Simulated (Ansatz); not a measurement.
Input, command and steps of an Ansatz relaxation.

```yaml
crystal:
  lattice:
    - [4.1200003754, 0.0, 0.0]
    - [0.0, 4.1200003754, 0.0]
    - [0.0, 0.0, 8.9989475911]
  atoms:
    - { symbol: Pb, position: [0.5, 0.0, 0.1602775181] }
    - { symbol: Pb, position: [0.0, 0.5, 0.8397224819] }
    - { symbol: I, position: [0.5, 0.0, 0.667114388] }
    - { symbol: I, position: [0.0, 0.5, 0.332885612] }
    - { symbol: F, position: [0.0, 0.0, 0.0] }
    - { symbol: F, position: [0.5, 0.5, 0.0] }
basis:
  ecutwfc: 420
kpoints:
  mp_grid: { grid: [6, 6, 4] }
hamiltonian:
  xc: pbesol
scf:
  occupations: { method: gaussian, width: 0.02 }
output:
  forces: true
  stress: true
  eigenvalues: true
relax:
  adjacent_minimum: "off"
  f_tol: 0.01
  max_steps: 30
  cell: { stress_tol: 0.1, fix: [volume] }
```

```bash
ansatz run input.yaml --threads 1 --pin off --max-ram 2560MiB --backend cpu --events-out ev --progress --plain --runs-dir out
```

All numbers below come from DFT PBEsol, scalar-relativistic, plane waves, PAW (Ansatz 0.2.0).

The volume is held at 0.97 times that of the relaxed cell.

Of 5 frames 4 are shown, positions in Å and forces in eV/Å; the SCF threshold varies from step to step. Steps run on the plane waves of an earlier cell, with a Pulay correction in the pressure. The basis is chosen afresh for the last frame, the zero of the energies, and at times for earlier ones too; energy and pressure can step there, also at an unchanged geometry. Where two frames share a geometry here, they differ by under 2 meV/atom and 0.3 GPa.

```xyz
6
Lattice="4.1200 0.0000 0.0000 0.0000 4.1200 0.0000 0.0000 0.0000 8.9989" Properties=species:S:1:pos:R:3:forces:R:3 pbc="T T T" step=1 free_energy_over_end_meV_per_atom=2.45 pressure_GPa=1.58
Pb    2.0600    0.0000    1.4423    0.0000    0.0000    0.1365
Pb    0.0000    2.0600    7.5566    0.0000    0.0000   -0.1365
I     2.0600    0.0000    6.0033    0.0000    0.0000   -0.1172
I     0.0000    2.0600    2.9956    0.0000    0.0000    0.1172
F     0.0000    0.0000    0.0000    0.0000    0.0000    0.0000
F     2.0600    2.0600    0.0000    0.0000    0.0000    0.0000
6
Lattice="4.1384 0.0000 0.0000 0.0000 4.1384 0.0000 0.0000 0.0000 8.9189" Properties=species:S:1:pos:R:3:forces:R:3 pbc="T T T" step=2 free_energy_over_end_meV_per_atom=0.89 pressure_GPa=0.36
Pb    2.0692    0.0000    1.4842    0.0000    0.0000   -0.1420
Pb    0.0000    2.0692    7.4347    0.0000    0.0000    0.1420
I     2.0692    0.0000    5.8694    0.0000    0.0000    0.0366
I     0.0000    2.0692    3.0495    0.0000    0.0000   -0.0366
F     0.0000    0.0000    0.0000    0.0000    0.0000    0.0000
F     2.0692    2.0692    0.0000    0.0000    0.0000    0.0000
6
Lattice="4.1446 0.0000 0.0000 0.0000 4.1446 0.0000 0.0000 0.0000 8.8923" Properties=species:S:1:pos:R:3:forces:R:3 pbc="T T T" step=3 free_energy_over_end_meV_per_atom=0.14 pressure_GPa=0.64
Pb    2.0723    0.0000    1.4584    0.0000    0.0000    0.0178
Pb    0.0000    2.0723    7.4339    0.0000    0.0000   -0.0178
I     2.0723    0.0000    5.8689    0.0000    0.0000    0.0229
I     0.0000    2.0723    3.0234    0.0000    0.0000   -0.0229
F     0.0000    0.0000    0.0000    0.0000    0.0000    0.0000
F     2.0723    2.0723    0.0000    0.0000    0.0000    0.0000
6
Lattice="4.1498 0.0000 0.0000 0.0000 4.1498 0.0000 0.0000 0.0000 8.8703" Properties=species:S:1:pos:R:3:forces:R:3 pbc="T T T" step=5 free_energy_over_end_meV_per_atom=0.00 pressure_GPa=0.65
Pb    2.0749    0.0000    1.4562    0.0000    0.0000    0.0037
Pb    0.0000    2.0749    7.4141    0.0000    0.0000   -0.0037
I     2.0749    0.0000    5.8611    0.0000    0.0000   -0.0010
I     0.0000    2.0749    3.0091    0.0000    0.0000    0.0010
F     0.0000    0.0000    0.0000    0.0000    0.0000    0.0000
F     2.0749    2.0749    0.0000    0.0000    0.0000    0.0000
```

The run took 63 s on 1 thread of Arm Neoverse V2, on a shared host, peak memory 0.49 GiB.

Spin–orbit coupling is left out, which can shift energies with elements as heavy as these. The cell holds layers, and where no dispersion correction was added their binding is poorly described.